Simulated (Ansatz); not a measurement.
TiClO in space group Pmmn (No. 59; O on 2a, Cl on 2a, Ti on 2b), DFT-LDA in the program Ansatz with PAW potentials, all energies at zero smearing, with the estimated change up to a 700 eV cutoff added, with one set of potentials and settings (totals compare only within such a set). Cell of 6 atoms (2 O, 2 Cl, 2 Ti): -8108.824 eV.

```json
[
 {"element": "O", "reference phase": "C2/m, 4 atoms in the cell, spin-polarised", "E (eV/atom)": "-552.6518"},
 {"element": "Cl", "reference phase": "Cmce, 4 atoms in the cell", "E (eV/atom)": "-1044.0601"},
 {"element": "Ti", "reference phase": "P6/mmm, 3 atoms in the cell", "E (eV/atom)": "-2450.3259"}
]
```

Formation energy per atom, worked out: (-8108.824 − 2×(-552.6518) − 2×(-1044.0601) − 2×(-2450.3259))/6 = -2.458 eV/atom (-237 kJ per mol of atoms), at 0 K, without zero-point energy or fitted corrections.

The workflow started from an entry of the Crystallography Open Database (COD). Its standing as an ambient phase is unchecked. The cell was relaxed with LDA under the symmetry of its start; of distortions, only those at the zone centre were tested. No spin polarisation was allowed. A crystal of weakly bound layers computed without a dispersion correction: the cell and the soft elastic constants depend strongly on that. The references are the lowest solids computed at this level, not always the standard phases (solids in place of the gases).

Potentials: the later of the program's two PAW sets.
